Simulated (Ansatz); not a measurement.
Fields on a plane of CaTiO3 (cubic perovskite)

```yaml
crystal:
  lattice:
    - [3.80363, 0.00000, 0.00000]
    - [0.00000, 3.80363, 0.00000]
    - [0.00000, 0.00000, 3.80363]
  atoms:
    - { symbol: Ca, position: [0.00000, 0.00000, 0.00000] }
    - { symbol: Ti, position: [0.50000, 0.50000, 0.50000] }
    - { symbol: O, position: [0.00000, 0.50000, 0.50000] }
    - { symbol: O, position: [0.50000, 0.50000, 0.00000] }
    - { symbol: O, position: [0.50000, 0.00000, 0.50000] }
```

The slice is a {100} plane (indices of the conventional cell) through the point (0.000, 0.000, 0.000) (fractional), spanned by u = [100] and v = [010] in vectors of this cell: u (3.80 Å) and v (3.80 Å, at 90° to u). It covers one period; positions are fractions (u, v).

Atoms on it: Ca at (0.00, 0.00); O at (0.50, 0.50).

Level of theory: LDA (plane waves to 420 eV, PAW, scalar-relativistic; Ansatz, a quantum-chemistry and plane-wave program). k mesh 9×9×9. Inside the PAW spheres the values are not all-electron values, and peaks at nuclei hang on which shells count as valence. CaTiO3 is run without spin polarisation. CaTiO3 was relaxed with its symmetry unable to fall. This is a high-temperature form of CaTiO3.

```
|xx@@@+.       .+@@@x|
|x@@@%-         -%@@@|
|@@@%+.   ...   .+%@@|
|@@%+.  .-===-.  .+%@|
|*+-.  .=*###*=.  .-+|
|..   .+#%@@@%#+.   .|
|    .=#@@@@@@@#=.   |
|    -*%@@%x%@@%*-   |
|   .=#@@%xxx%@@#=.  |
|   .=#@@xxxxx@@#=.  |
|   .=#@@%xxx%@@#=.  |
|    -*%@@%x%@@%*-   |
|    .=#@@@@@@@#=.   |
|..   .+#%@@@%#+.   .|
|*+-.  .=*###*=.  .-+|
|@@%+.  .-===-.  .+%@|
|@@@%+.   ...   .+%@@|
|x@@@%-         -%@@@|
|xx@@@+.       .+@@@x|
|xxx@@*.       .*@@xx|
```
Scale: ten equal steps from 0.01 (start of ' ') to 0.86 (end of '@'), in the order ' .:-=+*#%@'. Values: electron localisation function (ELF). The map has 20 points along u (one character each, u = 0 at the left) and 20 along v (v = 0 in the bottom row). Points within 0.4 Å of a nucleus are blanked (x), as the pseudised field means little there.

```tsv
v \ u	0.00	0.15	0.30	0.45	0.60	0.75	0.90
0.90	x	x	3.2	8.7	7.8	<1.0	x
0.75	<1.0	1.1	7.5	8.5	8.6	5.9	<1.0
0.60	7.3	8.5	7.9	x	x	8.6	7.8
0.45	8.6	9.3	x	x	x	8.5	8.7
0.30	1.8	4.7	8.2	x	7.9	7.5	3.2
0.15	x	<1.0	4.7	9.3	8.5	1.1	x
0.00	x	x	1.8	8.6	7.3	<1.0	x
```

Values: electrostatic potential energy of an electron, from the cell's mean, in eV. Points within 0.8 Å of a nucleus are blanked (x), as the pseudised field means little there. Values under 1 eV are set to 1. The zero, the cell's mean, hangs on the PAW cores.
